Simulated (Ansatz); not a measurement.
Si2Ru:
```cif
data_Ru2Si4
_chemical_formula_sum 'Ru2 Si4'
_space_group_name_H-M_alt 'P 1'
_space_group_IT_number 1
_cell_length_a 5.92838
_cell_length_b 5.92838
_cell_length_c 2.97057
_cell_angle_alpha 90.000
_cell_angle_beta 90.000
_cell_angle_gamma 90.000
loop_
_space_group_symop_operation_xyz
  'x, y, z'
loop_
_atom_site_label
_atom_site_type_symbol
_atom_site_fract_x
_atom_site_fract_y
_atom_site_fract_z
_atom_site_occupancy
Ru1 Ru 0.00000 0.00000 0.00000 1
Ru2 Ru 0.50000 0.50000 0.50000 1
Si1 Si 0.28019 0.28019 0.00000 1
Si2 Si 0.71981 0.71981 0.00000 1
Si3 Si 0.21981 0.78019 0.50000 1
Si4 Si 0.78019 0.21981 0.50000 1
```

Relaxed with r²SCAN.

**Question.** Which orbitals make up the states near the band edges in r²SCAN in the plane-wave PAW code Ansatz?

**Answer.** Top 1 eV of the valence band: Si 3p 74 %, Ru 4d 14 %, outside the projected shells 5 %. Bottom 1 eV of the conduction band: Si 3p 45 %, Ru 4d 43 %, Si 3s 9 %. Projections are on Löwdin-orthogonalised atomic valence shells; empty p or d shells of many metals are not among them.

**Question.** Tabulate the density of states.

**Answer.** States/eV per cell of 6 atoms, in 0.25 eV bins, energy from the valence-band maximum.

| E (eV) | total | Si 3p | Ru 4d | Si 3s |
|---|---|---|---|---|
| -7.87 | 2.09 | 0.21 | 0.68 | 1.14 |
| -7.62 | 1.46 | 0.18 | 0.42 | 0.80 |
| -7.37 | 1.13 | 0.15 | 0.28 | 0.65 |
| -7.12 | 1.16 | 0.16 | 0.25 | 0.71 |
| -6.87 | 0.72 | 0.11 | 0.11 | 0.47 |
| -6.62 | 0.01 | 0.00 | 0.00 | 0.00 |
| -6.37 | 0.14 | 0.09 | 0.04 | 0.01 |
| -6.12 | 0.67 | 0.38 | 0.23 | 0.03 |
| -5.87 | 2.07 | 1.08 | 0.79 | 0.11 |
| -5.62 | 2.93 | 1.39 | 1.30 | 0.13 |
| -5.37 | 4.43 | 1.98 | 2.14 | 0.16 |
| -5.12 | 6.33 | 2.67 | 3.30 | 0.15 |
| -4.87 | 4.78 | 1.91 | 2.56 | 0.17 |
| -4.62 | 5.43 | 1.97 | 3.10 | 0.22 |
| -4.37 | 5.16 | 1.77 | 3.17 | 0.11 |
| -4.12 | 5.03 | 1.72 | 3.00 | 0.17 |
| -3.87 | 4.57 | 1.32 | 2.91 | 0.20 |
| -3.62 | 6.86 | 1.45 | 4.94 | 0.21 |
| -3.37 | 4.87 | 0.93 | 3.63 | 0.14 |
| -3.12 | 7.51 | 1.24 | 5.88 | 0.17 |
| -2.87 | 3.98 | 0.82 | 2.94 | 0.12 |
| -2.62 | 4.27 | 1.19 | 2.43 | 0.49 |
| -2.37 | 6.38 | 1.80 | 3.84 | 0.49 |
| -2.12 | 3.78 | 1.25 | 2.13 | 0.24 |
| -1.87 | 2.84 | 1.13 | 1.39 | 0.20 |
| -1.62 | 6.04 | 2.21 | 3.36 | 0.25 |
| -1.37 | 4.02 | 2.55 | 1.02 | 0.19 |
| -1.12 | 2.18 | 1.56 | 0.36 | 0.10 |
| -0.87 | 0.87 | 0.62 | 0.14 | 0.04 |
| -0.62 | 0.55 | 0.42 | 0.07 | 0.02 |
| -0.37 | 0.25 | 0.20 | 0.02 | 0.01 |
| -0.12 | 0.06 | 0.05 | 0.00 | 0.00 |
| 0.13 | 0.06 | 0.03 | 0.02 | 0.01 |
| 0.38 | 1.20 | 0.60 | 0.37 | 0.17 |
| 0.63 | 4.60 | 2.05 | 2.07 | 0.35 |
| 0.88 | 6.30 | 2.67 | 2.87 | 0.54 |
| 1.13 | 2.43 | 1.27 | 0.77 | 0.28 |
| 1.38 | 3.53 | 2.13 | 0.91 | 0.33 |
| 1.63 | 2.22 | 1.37 | 0.50 | 0.24 |
| 1.88 | 2.25 | 1.51 | 0.43 | 0.20 |
| 2.13 | 1.84 | 1.22 | 0.36 | 0.17 |
| 2.38 | 2.92 | 1.73 | 0.65 | 0.38 |
| 2.63 | 5.01 | 3.14 | 1.08 | 0.52 |
| 2.88 | 6.60 | 4.62 | 1.23 | 0.43 |
| 3.13 | 3.98 | 2.77 | 0.62 | 0.32 |
| 3.38 | 3.04 | 2.01 | 0.46 | 0.29 |
| 3.63 | 3.19 | 1.98 | 0.47 | 0.32 |
| 3.88 | 3.43 | 2.02 | 0.54 | 0.37 |
| 4.13 | 3.17 | 1.78 | 0.49 | 0.35 |
| 4.38 | 2.32 | 1.39 | 0.30 | 0.23 |
| 4.63 | 2.22 | 1.35 | 0.26 | 0.17 |
| 4.88 | 2.84 | 1.54 | 0.37 | 0.19 |

Space group P4_2/mnm. The start of the workflow was typed in or built on a structure type; neither database checked (COD, Materials Project) lists it. Whether it is the stable phase at ambient conditions was not checked. Symmetry was held in the r²SCAN relaxation; its stability against distortions is not shown here. The run is not spin-polarised. The volume moved by 20 % from the start of the relaxation. Spin–orbit coupling is left out wherever it is not named.

Potentials: the earlier of the program's two PAW sets.
